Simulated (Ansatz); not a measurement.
Problem. Each is relaxed and computed with plane-wave PAW r²SCAN (Ansatz code). Which is the only metal?
(A) Ba2YOsO6, I4/mmm (Pearson symbol tI20)
(B) YSbO4, P-1 (Pearson symbol aP24)
(C) YSi2Ru2, I4/mmm (Y on 2a, Si on 4e, Ru on 4d)
(D) Y2CN2O2, P-3m1 (Y on 2d, C on 1a, N on 2c, O on 2d)

Solution. C, YSi2Ru2, I4/mmm (Y on 2a, Si on 4e, Ru on 4d). YSi2Ru2: metal; Ba2YOsO6: gap 0.72 eV (indirect); Y2CN2O2: gap 4.37 eV; YSbO4: gap 3.32 eV (indirect). Spin orders computed, not proven ground states: Ba2YOsO6, I4/mmm (Pearson symbol tI20) antiferromagnetic. Standing as an ambient phase not checked: YSi2Ru2, I4/mmm (Y on 2a, Si on 4e, Ru on 4d); Ba2YOsO6, I4/mmm (Pearson symbol tI20); Y2CN2O2, P-3m1 (Y on 2d, C on 1a, N on 2c, O on 2d); YSbO4, P-1 (Pearson symbol aP24). Perhaps ordered models of mixed-site phases: YSbO4, P-1 (Pearson symbol aP24). All cells were relaxed under the symmetry of their starts (and spin orders); stability against distortions was not tested throughout. Cells of antiferromagnets are given as chemical subcells. Rows with no word on spin ran without spin polarisation. Spin–orbit coupling is left out wherever it is not named.

Potentials: the later of the program's two PAW sets.
